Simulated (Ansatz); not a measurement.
# Does relaxation matter for the field gradients of KCl with Ag replacing K?

Start: a supercell of KCl (rock salt type, Fm-3m) built from an entry of the Crystallography Open Database (COD), with all atoms left at the host's positions.

Space group Fm-3m (No. 225); a = 18.8788 Å.

| site | Wyckoff | site symmetry | x | y | z |
| --- | --- | --- | --- | --- | --- |
| Ag | 4a | m-3m | 0.0000 | 0.0000 | 0.0000 |
| K2 | 48h | m.m2 | 0.1667 | 0.1667 | 0.0000 |
| K5 | 32f | .3m | 0.3333 | 0.1667 | 0.1667 |
| K15 | 24e | 4m.m | 0.5000 | 0.5000 | 0.3333 |
| Cl28 | 32f | .3m | 0.1667 | 0.1667 | 0.1667 |
| Cl30 | 24e | 4m.m | 0.5000 | 0.5000 | 0.1667 |
| Cl32 | 48i | m.m2 | 0.5000 | 0.3333 | 0.3333 |
| Cl41 | 4b | m-3m | 0.5000 | 0.5000 | 0.5000 |

One atom of each set is listed; the run and its k-mesh use a cell of 54 atoms with edges of 13.35, 13.35, 13.35 Å.

Method: Kohn–Sham DFT in Ansatz, PBE, plane waves and PAW, scalar-relativistic, 420 eV cutoff, Γ-centred 2×2×2 k-points, Fermi–Dirac smearing 0.01 eV.

The largest force at the start is 0.34 eV/Å. Relaxing the ions at fixed cell moves them by 0.197 Å at most (atom 36, Cl) and 0.069 Å rms.

```tsv
site	moved (Å)	first shell before	first shell after	V_zz before (10²¹ V/m²)	η before
Ag	0.000	6 Cl at 3.15 Å	6 Cl at 2.95 Å	0.00	–
K2	0.037	6 Cl at 3.15 Å	6 Cl at 3.13–3.17 Å	0.063	0.87
K15	0.039	6 Cl at 3.15 Å	6 Cl at 3.15–3.30 Å	0.095	0.00
Cl28	0.003	6 K at 3.15 Å	6 K at 3.14–3.15 Å	-0.065	0.00
Cl30	0.197	5 K at 3.15 Å, 1 Ag at 3.15 Å	1 Ag at 2.95 Å, 5 K at 3.13–3.30 Å	3.65	0.00
Cl32	0.004	6 K at 3.15 Å	6 K at 3.15–3.17 Å	0.032	0.38
```

**Question.** How do the gradients change?

**Answer.** 

```json
{"site": "Ag", "V_zz after": "0.00", "η after": "–", "change of V_zz": "0.00"}
{"site": "K2", "V_zz after": "-0.39", "η after": "0.93", "change of V_zz": "–"}
{"site": "K15", "V_zz after": "0.54", "η after": "0.00", "change of V_zz": "+0.44"}
{"site": "Cl28", "V_zz after": "-0.094", "η after": "0.00", "change of V_zz": "-0.03"}
{"site": "Cl30", "V_zz after": "3.69", "η after": "0.00", "change of V_zz": "+0.04"}
{"site": "Cl32", "V_zz after": "0.34", "η after": "0.17", "change of V_zz": "+0.31"}
```

The largest change of V_zz along a kept axis is on K15, from 0.095 to 0.54. In per cent, |V_zz| changes by +1 on Cl (all sites that start above 0.5). On K2 the largest principal value lies along another axis in the second run, so the two V_zz can't be compared directly. Other sites with |V_zz| of 0.02 or less aren't listed.

The defect repeats with the cell of 54 atoms, so it feels its images: sites between two images don't show the values beside a lone defect, and zeros or small values of η there can come from the images' arrangement. Without spin–orbit coupling (the program notes it for Ag) the gradients are little affected as a rule: paired runs on crystals with a gap mostly move them by under 2 % at such atoms.
Before: The neighbours have not yet relaxed around the defect (largest force 0.34 eV/Å), so a real crystal will differ.
After: The relaxation keeps the site symmetry m-3m of the start, so the impurity can't leave its site; a start off the site could end lower.
